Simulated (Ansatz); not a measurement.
PbF2:
Space group Fm-3m (No. 225); a = 5.9454 Å, b = 5.9454 Å, c = 5.9454 Å, α = 90.00°, β = 90.00°, γ = 90.00°

```json
[
 {"atom": "Pb", "site": "4a", "symmetry": "m-3m", "x": "0.0000", "y": "0.0000", "z": "0.0000"},
 {"atom": "F", "site": "8c", "symmetry": "-43m", "x": "0.2500", "y": "0.2500", "z": "0.2500"}
]
```
(The calculation used a cell of 3 atoms; values per cell refer to that cell.)

This is the r²SCAN+D4-relaxed structure.

**Question.** All from r²SCAN+D4 in the plane-wave PAW code Ansatz, unless another level is named. Estimate the Debye temperature from the elastic constants.

**Answer.** 229 K.

**Question.** Give the vibrational entropy at 300 K.

**Answer.** 38.6 J/(K·mol of atoms).

**Question.** Predict the zero-point energy.

**Answer.** 27.1 meV/atom.

The r²SCAN+D4 relaxation kept the symmetry of its start; phonons on a q-mesh show no instability. Scalar-relativistic: spin–orbit coupling is off unless named, which matters more the heavier the elements.

Potentials: the later of the program's two PAW sets.
